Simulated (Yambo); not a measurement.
G0W0@LDA for AgCl (rock salt, space group Fm-3m, No. 225) in Yambo. Reference settings: 4×4×4 Γ-centred k mesh, bands 5 to 100 and a 10 Ry block in the screening, 100 bands in G with the Bruneval-Gonze terminator, plasmon pole fitted at 27.2 eV. The LDA gap L → Γ on this mesh is 0.63 eV; G0W0 gaps are taken between the same points.

With and without the terminator, as bands are cut:

```json
[
 {"bands in G (in W)": "24 (24)", "gap, terminator (eV)": "2.702", "gap, none (eV)": "2.601", "valence shift, terminator (eV)": "-0.818", "valence shift, none (eV)": "-0.442"},
 {"bands in G (in W)": "38 (38)", "gap, terminator (eV)": "2.445", "gap, none (eV)": "2.283", "valence shift, terminator (eV)": "-0.922", "valence shift, none (eV)": "-0.572"},
 {"bands in G (in W)": "55 (55)", "gap, terminator (eV)": "2.362", "gap, none (eV)": "2.182", "valence shift, terminator (eV)": "-1.004", "valence shift, none (eV)": "-0.692"},
 {"bands in G (in W)": "76 (76)", "gap, terminator (eV)": "2.327", "gap, none (eV)": "2.189", "valence shift, terminator (eV)": "-1.055", "valence shift, none (eV)": "-0.827"},
 {"bands in G (in W)": "100 (100)", "gap, terminator (eV)": "2.313", "gap, none (eV)": "2.207", "valence shift, terminator (eV)": "-1.090", "valence shift, none (eV)": "-0.918"}
]
```

Over this range the gap spans 0.389 eV with the terminator and 0.419 eV without, the valence shift 0.272 eV and 0.476 eV. Neither column has reached its limit for certain.

Spin-orbit coupling is not included.

Geometry relaxed with LDA; primitive cell a = b = c = 3.7866 Å, α = β = γ = 60.00°.

A shift is the quasiparticle energy of the state minus its LDA energy.
